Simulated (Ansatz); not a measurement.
TiO: do energies and stresses tell the same story?

These are results of DFT PBEsol, scalar-relativistic, plane waves, PAW (Ansatz), not measurements.

Settings: cutoff 420 eV, Γ-centred mesh 18×18×16 on the computed 2-atom cell, Gaussian smearing of 0.10 eV; no spin polarisation.

Relaxed cell: P-6m2, a = 2.789 Å, b = 2.789 Å, c = 2.794 Å, α = 90.00°, β = 90.00°, γ = 120.00°, 2 atoms in the primitive cell. This form isn't the usual stable structure of the compound.

Energies at zero smearing and pressures from the stress tensor, at volumes with shape and atoms relaxed:
```csv
V (Å³/atom),E − E(first) (meV/atom),P (GPa)
8.281,0.00,43.25
8.563,-63.92,29.67
8.846,-105.75,18.13
9.128,-128.84,8.33
9.410,-135.97,-0.02
9.693,-129.50,-7.13
9.975,-111.46,-13.19
10.351,-72.33,-19.87
```

Q: Check P = −dE/dV between neighbouring volumes, and get the bulk modulus from the pressures alone.

A: With 1 eV/Å³ = 160.2 GPa:
| middle V (Å³/atom) | −ΔE/ΔV (GPa) | mean P (GPa) |
| --- | --- | --- |
| 8.422 | 36.274 | 36.462 |
| 8.704 | 23.744 | 23.900 |
| 8.987 | 13.102 | 13.232 |
| 9.269 | 4.049 | 4.156 |
| 9.551 | -3.672 | -3.577 |
| 9.834 | -10.239 | -10.160 |
| 10.163 | -16.654 | -16.530 |

The two differ by 0.19 GPa at most. The mean of two end pressures misses the average over a step by about ΔV² P″/12, up to 0.18 GPa here; with that taken off 0.01 GPa remains. Around V = 9.410 Å³/atom, the two neighbours give B = −V ΔP/ΔV = 9.410 × 15.47 / 0.565 = 257.8 GPa, against B0 = 256.5 GPa from the Birch–Murnaghan fit of the energies.

A ferromagnetic start lost its moments in a first run, so spin was left out; other magnetic orders weren't tried.